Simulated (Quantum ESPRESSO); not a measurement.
CuLi2SnInMo3, input and log of a self-consistent run

Simulated, not a measurement. The program is pw.x of Quantum ESPRESSO 7.5 (plane-wave density functional theory). The cell is made up: eight metal atoms on a face-centred cubic lattice, with elements, volume, strain and displacements drawn at random and not relaxed, so it may be unstable or far from any real phase. PseudoDojo standard norm-conserving files set the functional (PBE unless stated); there is no spin polarisation or spin-orbit coupling, the Fermi-Dirac width of 0.25 eV means electrons at about 2900 K, and the masses in the input are unused placeholders. The copper pseudopotential is less sure than most, with forces differing by about three percent and pressure by about two GPa from a second method on plain copper. The tin pseudopotential is less sure than most, with forces differing by about three percent from a second method on plain tin. A spin test at this wide smearing found no moment, but such smearing suppresses magnetism that the real alloy may have.

Input:

```
&control calculation='scf', pseudo_dir='./dojo.nc.sr.pbe.v0_5.standard.upf', outdir='./o', disk_io='minimal', tprnfor=.true., tstress=.true. /
&system ibrav=0, nat=8, ntyp=5, nbnd=59, ecutwfc=92.02030273, nosym=.true., tot_charge=0,
 occupations='smearing', smearing='fd', degauss=0.0183746611
/
&electrons conv_thr=1.470e-08, electron_maxstep=70, mixing_beta=0.5 /
ATOMIC_SPECIES
Cu 1.0 Cu.upf
In 1.0 In.upf
Li 1.0 Li.upf
Mo 1.0 Mo.upf
Sn 1.0 Sn.upf
CELL_PARAMETERS angstrom
-4.2365 -0.0022 -0.0045
0.0023 -4.2305 4.259
0.0055 6.3273 2.111
ATOMIC_POSITIONS angstrom
Cu 0.0248 -0.0816 0.011
Li -0.1114 2.2449 2.0749
Sn 0.0412 -1.9494 2.2466
In -0.0555 -0.0945 4.2399
Mo -2.1463 4.1897 2.2171
Mo -2.2354 -0.0027 2.1645
Li -2.1313 2.1878 4.3792
Mo -2.1244 -2.0205 4.4097
K_POINTS automatic
6 4 4 1 1 1
```

The log is shortened where brackets say so; the opening notice, blank lines, dates and the lines on written files are dropped, and the path of the files is cut. It prints rydbergs, bohrs and kilobars, and counts compression as positive stress. Its total energy is the free energy E - TS of the whole cell.

```
     Program PWSCF v.7.5
     Parallel version (MPI & OpenMP), running on       4 processor cores
     Number of MPI processes:                 4
     Threads/MPI process:                     1
     [start-up lines left out]
     bravais-lattice index     =            0
     lattice parameter (alat)  =       8.0058  a.u.
     unit-cell volume          =    1025.7421 (a.u.)^3
     number of atoms/cell      =            8
     number of atomic types    =            5
     number of electrons       =        94.00
     number of Kohn-Sham states=           59
     kinetic-energy cutoff     =      92.0203  Ry
     charge density cutoff     =     368.0812  Ry
     scf convergence threshold =      1.5E-08
     mixing beta               =       0.5000
     number of iterations used =            8  plain     mixing
     Exchange-correlation= PBE
                           (   1   4   3   4   0   0   0)
     [axes and pseudopotential details left out]
   Cartesian axes
     site n.     atom                  positions (alat units)
         1        Cu     tau(   1) = (   0.0058539  -0.0192612   0.0025965  )
         2        Li     tau(   2) = (  -0.0262953   0.5298946   0.4897672  )
         3        Sn     tau(   3) = (   0.0097250  -0.4601437   0.5302959  )
         4        In     tau(   4) = (  -0.0131004  -0.0223061   1.0008018  )
         5        Mo     tau(   5) = (  -0.5066207   0.9889525   0.5233326  )
         6        Mo     tau(   6) = (  -0.5276522  -0.0006373   0.5109167  )
         7        Li     tau(   7) = (  -0.5030800   0.5164165   1.0336827  )
         8        Mo     tau(   8) = (  -0.5014513  -0.4769264   1.0408821  )
     number of k points=    48  Fermi-Dirac smearing, width (Ry)=  0.0184
                       cart. coord. in units 2pi/alat
        k(    1) = (  -0.0835155   0.0317474   0.1559198), wk =   0.0416667
        k(    2) = (  -0.0837134   0.1574721   0.2808033), wk =   0.0416667
     [further k points left out]
     Dense  grid:   122379 G-vectors     FFT dimensions: (  50,  72,  80)
     Estimated max dynamical RAM per process >     356.98 MB
     Estimated total dynamical RAM >       1.31 GB
     Initial potential from superposition of free atoms
     starting charge      93.9808, renormalised to      94.0000
     Starting wfcs are   62 randomized atomic wfcs
     total cpu time spent up to now is        5.1 secs
     per-process dynamical memory:   279.0 Mb
     Self-consistent Calculation
     iteration #  1     ecut=    92.02 Ry     beta= 0.50
     Davidson diagonalization with overlap
     ethr =  1.00E-02,  avg # of iterations =  5.2
     total cpu time spent up to now is       16.5 secs
     total energy              =   -1117.83972613 Ry
     estimated scf accuracy    <       3.56499876 Ry
     iteration #  2     ecut=    92.02 Ry     beta= 0.50
     Davidson diagonalization with overlap
     ethr =  3.79E-03,  avg # of iterations =  3.0
     total cpu time spent up to now is       27.1 secs
     total energy              =   -1119.28459874 Ry
     estimated scf accuracy    <       8.69749270 Ry
     iteration #  3     ecut=    92.02 Ry     beta= 0.50
     Davidson diagonalization with overlap
     ethr =  3.79E-03,  avg # of iterations =  2.0
     total cpu time spent up to now is       36.9 secs
     total energy              =   -1119.63800495 Ry
     estimated scf accuracy    <       6.97340683 Ry
     iteration #  4     ecut=    92.02 Ry     beta= 0.50
     Davidson diagonalization with overlap
     ethr =  3.79E-03,  avg # of iterations =  1.0
     total cpu time spent up to now is       45.0 secs
     total energy              =   -1119.92609083 Ry
     estimated scf accuracy    <       1.38431634 Ry
     iteration #  5     ecut=    92.02 Ry     beta= 0.50
     Davidson diagonalization with overlap
     ethr =  1.47E-03,  avg # of iterations =  1.1
     total cpu time spent up to now is       53.2 secs
     total energy              =   -1119.91182523 Ry
     estimated scf accuracy    <       1.46011066 Ry
     [iterations 6 to 10 left out]
     iteration # 11     ecut=    92.02 Ry     beta= 0.50
     Davidson diagonalization with overlap
     ethr =  1.70E-06,  avg # of iterations =  2.0
     total cpu time spent up to now is      110.6 secs
     total energy              =   -1119.96716651 Ry
     estimated scf accuracy    <       0.00008692 Ry
     iteration # 12     ecut=    92.02 Ry     beta= 0.50
     Davidson diagonalization with overlap
     ethr =  9.25E-08,  avg # of iterations =  2.1
     total cpu time spent up to now is      119.5 secs
     total energy              =   -1119.96717893 Ry
     estimated scf accuracy    <       0.00000132 Ry
     iteration # 13     ecut=    92.02 Ry     beta= 0.50
     Davidson diagonalization with overlap
     ethr =  1.41E-09,  avg # of iterations =  4.6
     total cpu time spent up to now is      131.3 secs
     total energy              =   -1119.96717941 Ry
     estimated scf accuracy    <       0.00000044 Ry
     iteration # 14     ecut=    92.02 Ry     beta= 0.50
     Davidson diagonalization with overlap
     ethr =  4.71E-10,  avg # of iterations =  2.0
     total cpu time spent up to now is      140.9 secs
     total energy              =   -1119.96717931 Ry
     estimated scf accuracy    <       0.00000328 Ry
     iteration # 15     ecut=    92.02 Ry     beta= 0.50
     Davidson diagonalization with overlap
     ethr =  4.71E-10,  avg # of iterations =  2.0
     total cpu time spent up to now is      149.7 secs
     End of self-consistent calculation
     [lines on levels left out]
!    total energy              =   -1119.96717948 Ry
     estimated scf accuracy    <       0.00000001 Ry
     smearing contrib. (-TS)   =      -0.11319226 Ry
     internal energy E=F+TS    =   -1119.85398722 Ry
     The total energy is F=E-TS. E is the sum of the following terms:
     one-electron contribution =    -571.78836664 Ry
     hartree contribution      =     326.94668036 Ry
     xc contribution           =    -198.93635779 Ry
     ewald contribution        =    -676.07594315 Ry
     convergence has been achieved in  15 iterations
     Forces acting on atoms (cartesian axes, Ry/au):
     atom    1 type  1   force =    -0.00245259    0.00829981    0.01661028
     atom    2 type  3   force =     0.01030347   -0.01751074    0.01171065
     atom    3 type  5   force =    -0.02729395   -0.06267365   -0.05018154
     atom    4 type  2   force =     0.00230155    0.07138538    0.06020240
     atom    5 type  4   force =    -0.00131576    0.02026420   -0.01816784
     atom    6 type  4   force =     0.03390821    0.01346732   -0.04071564
     atom    7 type  3   force =    -0.00012697   -0.00809738    0.00385026
     atom    8 type  4   force =    -0.01532395   -0.02513494    0.01669144
     Total force =     0.147561     Total SCF correction =     0.000425
     Computing stress (Cartesian axis) and pressure
          total   stress  (Ry/bohr**3)                   (kbar)     P=      -95.98
  -0.00051906   0.00005786  -0.00001184          -76.36        8.51       -1.74
   0.00005786  -0.00063645   0.00008349            8.51      -93.63       12.28
  -0.00001184   0.00008349  -0.00080190           -1.74       12.28     -117.96
     init_run     :      4.74s CPU      4.92s WALL (       1 calls)
     electrons    :    143.20s CPU    144.69s WALL (       1 calls)
     forces       :      1.43s CPU      1.45s WALL (       1 calls)
     stress       :      4.71s CPU      4.74s WALL (       1 calls)
     [timing details left out]
     PWSCF        :   2m34.22s CPU   2m36.01s WALL
     JOB DONE.
```

In other units: free energy -15237.930 eV for the cell, pressure -9.60 GPa, largest force component 1.835 eV/Å in size. The run took 158 s of wall time with four MPI processes on a shared machine (Intel Xeon, 2023 or later, virtual cores), so the time is rough. A rerun of this cell at a higher cutoff and on a denser mesh moved values by no more than 0.003 eV in energy, 0.02 GPa in stress and 0.010 eV/Å in force, and a second program with other atomic files agreed on that cell to 2 % rms in force and 0.5 GPa in pressure.